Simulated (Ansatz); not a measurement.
Here is the system:

SrTiHO₂:
```
SrTiHO2
1.0
    3.94343     0.00000     0.00000
    0.00000     3.94343     0.00000
    0.00000     0.00000     3.68439
Sr Ti O H
1 1 2 1
Direct
  0.00000   0.00000   0.00000
  0.50000   0.50000   0.50000
  0.50000   0.00000   0.50000
  0.00000   0.50000   0.50000
  0.50000   0.50000   0.00000
```
The run is spin-polarised; directions of the spins, atom by atom: 0 0 0 0 0.

This is the PBEsol-relaxed structure.

Q: All from DFT-PBEsol in the program Ansatz with PAW potentials, unless another level is named. Give the electronic character.

A: metallic (no gap).

Q: Predict the formation energy from the elements (no fitted shifts).

A: -2304 meV/atom.

Q: What about the density of states at the Fermi level?

A: 0.40 states/eV per atom (mean over ±0.08 eV).

Space group P4/mmm. The start of the workflow was typed in or built on a structure type; neither database checked (COD, Materials Project) lists it. Its standing as an ambient phase is unchecked. The cell was relaxed with PBEsol under the symmetry of its start; whether a distortion lowers the energy is not shown. The final state is ferromagnetic, chosen from 4 collinear starts compared on coarse meshes (ties went to the first, and starts can fall back to one state), not a proven ground state. No Hubbard U is applied. The compound may be a true metal, but semilocal functionals without U, or a wrong spin order, can also close a gap. The references are the lowest solids computed at this level, not always the standard phases (solids in place of the gases). Scalar-relativistic: spin–orbit coupling is off unless named, which matters more the heavier the elements.

Potentials: the earlier of the program's two PAW sets. The files were generated under PBE; for other functionals the program regenerates the frozen cores, and for LDA and PBEsol the local potential too.
